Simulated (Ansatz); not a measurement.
Polymorphs of TiC, each relaxed with PBE (plane waves, PAW; program Ansatz):

A: CsCl type (Pm-3m)
a = 2.711 Å, b = 2.711 Å, c = 2.711 Å, α = 90.00°, β = 90.00°, γ = 90.00°

```csv
atom,site,symmetry,x,y,z
Ti,1a,m-3m,0.0000,0.0000,0.0000
C,1b,m-3m,0.5000,0.5000,0.5000
```

B: P6_3/mmc
a = b = 3.6145 Å, c = 4.2860 Å, α = β = 90.00°, γ = 120.00°

```json
[
 {"atom": "Ti", "site": "2c", "symmetry": "-6m2", "x": "0.3333", "y": "0.6667", "z": "0.2500"},
 {"atom": "C", "site": "2d", "symmetry": "-6m2", "x": "0.6667", "y": "0.3333", "z": "0.2500"}
]
```

C: rock salt (Fm-3m)
a = 4.3325 Å, b = 4.3325 Å, c = 4.3325 Å, α = 90.00°, β = 90.00°, γ = 90.00°

| atom | site | symmetry | x | y | z |
|---|---|---|---|---|---|
| Ti | 4a | m-3m | 0.0000 | 0.0000 | 0.0000 |
| C | 4b | m-3m | 0.5000 | 0.5000 | 0.5000 |

### Question
Order them by energy per atom at 0 K (lowest first) at the level PBE.

### Answer
C (+0 meV/atom), B (+244 meV/atom), A (+1180 meV/atom)

Constructed cells (a structure type filled with these elements, in neither database checked): A. Typed or built starts, not in the databases checked: B. Not the usual ambient phase: A; B. All cells were relaxed under the symmetry of their starts (and spin orders); stability against distortions was not tested throughout. Rows with no word on spin ran without spin polarisation.

Energies hold the estimated change up to a 700 eV cutoff; steps of a few meV lie near the error of the meshes.

Potentials: the earlier of the program's two PAW sets.
